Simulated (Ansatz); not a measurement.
### Question
Name crystals whose computed values (plane-wave PAW HSE06 (Ansatz code)) fall in these windows: B₀ by P(V) fit (GPa) 34 to 44; gap (eV) 0.43 to 0.55.

### Answer


```tsv
crystal	B₀ by P(V) fit (GPa)	gap (eV)
SnS, zinc blende	38.3	0.50
```
Others may fit too.

Not the usual ambient phase: SnS, zinc blende. The cell was relaxed under the symmetry of its start. Scalar-relativistic: spin–orbit coupling is off unless named, which matters more the heavier the elements.

Potentials: the later of the program's two PAW sets.
